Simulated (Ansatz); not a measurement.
Input:

Al3GaAs4:
```yaml
crystal:
  lattice:
    - [4.01237, 0.00000, 0.00000]
    - [0.00000, 4.01237, 0.00000]
    - [0.00000, 0.00000, 11.32976]
  atoms:
    - { symbol: Ga, position: [0.00000, 0.00000, 0.00000] }
    - { symbol: As, position: [0.50000, 0.00000, 0.12491] }
    - { symbol: Al, position: [0.50000, 0.50000, 0.24966] }
    - { symbol: As, position: [0.00000, 0.50000, 0.37480] }
    - { symbol: Al, position: [0.00000, 0.00000, 0.50000] }
    - { symbol: As, position: [0.50000, 0.00000, 0.62520] }
    - { symbol: Al, position: [0.50000, 0.50000, 0.75034] }
    - { symbol: As, position: [0.00000, 0.50000, 0.87509] }
```

This is the PBEsol-relaxed structure. x, y and z are the axes in which the lattice vectors are written.

All from DFT-PBEsol in the program Ansatz with PAW potentials, unless another level is named. Give the hole effective mass, band 2 of 2 at the edge.

0.077 along x, 0.45 along z (mₑ).

Next, the band gap?

1.33 eV (smallest direct gap 1.34 eV).

Next, the electron effective mass?

0.20, 0.20, 0.53 mₑ (principal values).

Space group P-4m2. The start of the workflow was typed in or built on a structure type; neither database checked (COD, Materials Project) lists it. Whether it is the stable phase at ambient conditions was not checked. The cell was relaxed with PBEsol under the symmetry of its start; its stability against distortions is not shown here. Scalar-relativistic: spin–orbit coupling is off unless named, which matters more the heavier the elements.

Potentials: the earlier of the program's two PAW sets. The files were generated under PBE; for other functionals the program regenerates the frozen cores, and for LDA and PBEsol the local potential too.
